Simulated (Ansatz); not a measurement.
LiBr (rock salt, Fm-3m), LDA (plane waves, PAW; program Ansatz): ε∞ = 3.69, cell volume 37.44 Å³. Infrared-active transverse modes:

| ω_TO (cm⁻¹) | oscillator strength S_xx (e²/amu) |
|---|---|
| 195.9 | 0.2302 |

Compute the static dielectric constant.

Each mode adds (4.921e7/V) S/ω²: 7.88. So ε0 = 11.6.

What LO frequency does the Lyddane–Sachs–Teller relation give?

ω_LO = ω_TO √(ε0/ε∞) = 347 cm⁻¹.

Symmetry was held in the LDA relaxation; phonons on a q-mesh show no instability. Scalar-relativistic: spin–orbit coupling is off unless named, which matters more the heavier the elements.

Potentials: the later of the program's two PAW sets.
